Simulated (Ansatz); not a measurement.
BaMg2As2:
```
BaMg2As2
1.0
    4.48447     0.00000     0.00000
   -2.24224     3.88367     0.00000
    0.00000     0.00000     7.75825
Ba Mg As
1 2 2
Direct
  0.00000   0.00000   0.00000
  0.66667   0.33333   0.37750
  0.33333   0.66667   0.62250
  0.66667   0.33333   0.72577
  0.33333   0.66667   0.27423
```

Relaxed with r²SCAN.

**Question.** Give the Bader charges and basin volumes of the independent atoms, the program Ansatz at the r²SCAN level (PAW).

**Answer.** 

```csv
atom,Bader charge (e),Bader volume (Å³)
Ba1,+1.34,28.1
Mg2,+1.58,7.2
As4,-2.25,46.2
```

Space group P-3m1. The first step of the workflow began from a Materials Project structure, measured or hypothetical; the Crystallography Open Database copy checked does not list it. Its standing as an ambient phase is unchecked. The r²SCAN relaxation kept the symmetry of its start; its stability against distortions is not shown here. Scalar-relativistic: spin–orbit coupling is off unless named, which matters more the heavier the elements.

Potentials: the later of the program's two PAW sets.
